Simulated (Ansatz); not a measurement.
Ansatz (an electronic-structure program) input:

Ansatz 0.2 input:
```yaml
crystal:
  lattice:
    - [0.0, 2.694513235, 2.694513235]
    - [2.694513235, 0.0, 2.694513235]
    - [2.694513235, 2.694513235, 0.0]
  atoms:
    - { symbol: S, position: [0.75, 0.75, 0.75] }
    - { symbol: Zn, position: [0.0, 0.0, 0.0] }
kpoints:
  mp_grid: { grid: [7, 7, 7] }
hamiltonian:
  xc: hse06
  pseudopotentials: { kind: paw }
scf:
  n_extra_bands: 6
  occupations: { method: fixed }
output:
  eigenvalues: true
  eigenstates:
    e_range: [-9.0, 12.1]
    kpoints:
      - [0.0, 0.0, 0.0]  # VBM
      - [0.0, 0.0, 0.0]  # CBM
      - [0.0, 0.0, 0.0]  # GAMMA
      - [0.5, 0.0, 0.5]  # X
      - [0.5, 0.5, 0.5]  # L
      - [0.5, 0.25, 0.75]  # W
      - [0.375, 0.375, 0.75]  # K
      - [0.625, 0.25, 0.625]  # U
```

Output (shortened):

```
Pseudopotential: S, paw, valence charge 6
Pseudopotential: Zn, paw, valence charge 12
Functional definition: HSE06
davidson cushion auto → on  (no smearing: the cushion is to keep the highest requested band from converging to the state above it …
Crystal: 2 atoms, lattice volume = 39.126 Å³
Basis set: ecut = 420 eV, 749 PW (Γ)
Bands: 15, of which v1, the nominal top of the filled ones, is band 9 counted from 1 (8 counted from 0)
Symmetry: 24 space group operations
Space group: F-43m (ITA 216), of the structure as read, at distance tolerance 3.4e-5 Å
k-points: 20 of 343 (time reversal used)
SCF iter   1: F=—  HF=-4222.725982 eV  |F-HF|=—  |Δ(HF+E_count)|=         —  Δρ=1.73e-3  dr2=1.29e-3  ethr=1.77e-3  ⟨swp⟩=8.2  Hψ=1695  notcnv=0
preconditioner: auto → none
SCF iter   2: F=—  HF=-4222.725681 eV  |F-HF|=—  |Δ(HF+E_count)|=   3.01e-4  Δρ=1.43e-3  dr2=5.11e-4  ethr=7.19e-6  ⟨swp⟩=4.0  Hψ=1088  notcnv=0
iter 3 solved again at ethr=2.23e-8 eV; its pass at ethr=2.84e-6 eV (dr2=4.02e-6 eV) is discarded
SCF iter   3: F=-4222.725509 eV  HF=-4222.725476 eV  |F-HF|=3.26e-5  |Δ(HF+E_count)|=   2.05e-4  Δρ=1.55e-4  dr2=4.15e-6  ethr=2.23e-8  ⟨swp⟩=3.6  Hψ=1668  notcnv=0
SCF 1 stopped early in 3 iterations: F = -4222.725509 eV  dr2 = 4.15e-6
Crystal: 2 atoms, lattice volume = 39.126 Å³
Exchange kernel: α = 0.2500, screened, ω = 0.2079 Å⁻¹, Wigner–Seitz truncation, v(0) = 1046.8778 eV·Å³, q-mesh 7×7×7, nearest image of the exchange supercell L …
Frozen-core exchange: fock
SCF iter   1: F=—  HF=-4223.426503 eV  |F-HF|=—  |Δ(HF+E_count)|=         —  Δρ=2.22e-2  dr2=1.01e-1  ethr=2.30e-7  ⟨swp⟩=8.2  Hψ=1915  notcnv=0
preconditioner: auto → none
SCF iter   2: F=—  HF=-4223.398789 eV  |F-HF|=—  |Δ(HF+E_count)|=   2.77e-2  Δρ=3.69e-3  dr2=7.12e-3  ethr=2.30e-7  ⟨swp⟩=5.8  Hψ=1577  notcnv=0
SCF iter   3: F=—  HF=-4223.391790 eV  |F-HF|=—  |Δ(HF+E_count)|=   7.00e-3  Δρ=3.33e-3  dr2=2.87e-3  ethr=2.30e-7  ⟨swp⟩=4.8  Hψ=1334  notcnv=0
SCF iter   4: F=—  HF=-4223.391669 eV  |F-HF|=—  |Δ(HF+E_count)|=   1.21e-4  Δρ=5.65e-4  dr2=1.27e-3  ethr=2.30e-7  ⟨swp⟩=4.0  Hψ=1099  notcnv=0
SCF iter   5: F=—  HF=-4223.400883 eV  |F-HF|=—  |Δ(HF+E_count)|=   9.21e-3  Δρ=1.96e-3  dr2=7.82e-4  ethr=2.30e-7  ⟨swp⟩=4.6  Hψ=1290  notcnv=0
SCF iter   6: F=—  HF=-4223.400603 eV  |F-HF|=—  |Δ(HF+E_count)|=   2.80e-4  Δρ=1.25e-4  dr2=2.17e-5  ethr=2.30e-7  ⟨swp⟩=4.0  Hψ=1098  notcnv=0
SCF iter   7: F=—  HF=-4223.400716 eV  |F-HF|=—  |Δ(HF+E_count)|=   1.13e-4  Δρ=2.30e-4  dr2=1.18e-5  ethr=2.22e-8  ⟨swp⟩=4.2  Hψ=1063  notcnv=0
SCF iter   8: F=-4223.400712 eV  HF=-4223.400712 eV  |F-HF|=4.85e-8  |Δ(HF+E_count)|=   3.99e-6  Δρ=1.74e-5  dr2=7.50e-7  ethr=2.22e-8  ⟨swp⟩=3.0  Hψ=918  notcnv=0
SCF 2 stopped early in 8 iterations: F = -4223.400712 eV  dr2 = 7.50e-7
hybrid outer 1: dexx = +9.621e-3 eV, tail = 3.65e-5 eV
Crystal: 2 atoms, lattice volume = 39.126 Å³
Exchange kernel: α = 0.2500, screened, ω = 0.2079 Å⁻¹, Wigner–Seitz truncation, v(0) = 1046.8778 eV·Å³, q-mesh 7×7×7, nearest image of the exchange supercell L …
Frozen-core exchange: fock
SCF iter   1: F=—  HF=-4223.400157 eV  |F-HF|=—  |Δ(HF+E_count)|=         —  Δρ=1.07e-4  dr2=3.35e-6  ethr=1.01e-6  ⟨swp⟩=2.5  Hψ=692  notcnv=0
preconditioner: auto → none
iter 2 solved again at ethr=1.32e-10 eV; its pass at ethr=1.50e-8 eV (dr2=2.38e-8 eV) is discarded
SCF iter   2: F=—  HF=-4223.400156 eV  |F-HF|=—  |Δ(HF+E_count)|=   5.36e-7  Δρ=1.30e-5  dr2=1.75e-7  ethr=1.32e-10  ⟨swp⟩=3.0  Hψ=1747  notcnv=0
SCF iter   3: F=-4223.400157 eV  HF=-4223.400157 eV  |F-HF|=6.04e-8  |Δ(HF+E_count)|=   9.29e-7  Δρ=1.82e-5  dr2=8.99e-8  ethr=1.32e-10  ⟨swp⟩=4.3  Hψ=1140  notcnv=0  defer=2
SCF 3 converged in 3 iterations: F = -4223.400157 eV  dr2 = 8.99e-8
hybrid outer 2: dexx = +9.678e-7 eV, tail = 2.27e-7 eV, Δε = 2.95e-3 eV (about 2.82e-4 eV left of the loop's levels)
NSCF: frozen V_eff on 8 k-points
hybrid SCF converged: 2 outer / 11 inner (+3 warm-up), last move |dexx| = 9.68e-7 eV, tail = 2.27e-7 eV
Stability not checked (fock_operator)
Free energy (F): -4223.400157 eV
Frozen-core exchange: fock
Harris-Foulkes:  -4223.400157 eV  (|F-HF|=6.04e-8)
Internal energy: -4223.400157 eV  (E = F + TS)
E sigma→0 (E₀):  -4223.400157 eV
Fermi energy:    5.159195 eV
--- Per-component energies (eV) ---
  E_band       = -25.645639
  E_kinetic    = 238.030231
  E_local      = -2045.626034  (includes V_loc(G=0)·N_el)
  E_nonlocal   = 647.232346
  E_hartree    = 860.504984
  E_xc         = -186.766102
  E_vxc        = -111.899970  (∫ρ·V_xc dr)
  E_exx        = -53.235161  (= α·E_x^exact, valence–valence)
  E_paw        = -2427.225529  (= ΣΔE_a)
  E_vpaw       = -367.930294  (= ΣTr[D̂ρ^β])
  E_aug_tail   = -0.000374  (compensation charges beyond the density's cutoff)
  E_ewald      = -1256.861836
  E_core_change = 0.547318  (= ΣΔE_core)
  E_smearing   =  0.000000  (= −TS)
  E_closure    = 0.000000  (closes the sum)
  Σ components = -4223.400157   (vs F -4223.400157, Δ=0.00e0)
  [band-id]    e_kinetic+e_local+e_nonlocal+2·e_hartree+e_vxc+2·e_exx+e_vpaw+e_augmentation_tail = -25.654449   (vs E_band -25.645639, Δ=-8.81e-3)
--- Band table (eV; the first three rows and the last of 20) ---
  k-point 0: bands = ["-9.2135", "-2.7697", "-2.7697", "-2.7697", "-2.3202", "-2.3202", "5.1592", "5.1592", "5.1592", "8.5333", "12.8422", "12.8422", "12.8422", "18.2724", "18.2724"]
  k-point 1: bands = ["-9.0484", "-2.7445", "-2.7445", "-2.7429", "-2.3220", "-2.3220", "3.7521", "4.9598", "4.9598", "9.4891", "12.7537", "13.1833", "13.1833", "17.5306", "17.5306"]
  k-point 2: bands = ["-8.6413", "-2.6947", "-2.6947", "-2.5936", "-2.3164", "-2.3164", "1.5470", "4.5603", "4.5603", "9.9289", "13.5181", "13.5181", "13.8179", "17.6456", "17.6456"]
  k-point 19: bands = ["-7.9006", "-2.6093", "-2.5343", "-2.3774", "-2.3198", "-1.8959", "0.2815", "1.8517", "2.8451", "11.4180", "12.7818", "14.4767", "15.3843", "18.3499", "19.8251"]
```

Cost: very roughly 2.1 core-minutes on shared cores.

The points marked VBM and CBM come from a semilocal run.

The r²SCAN relaxation kept the symmetry of its start.

Potentials: the later of the program's two PAW sets.

Ansatz is a plane-wave DFT program.
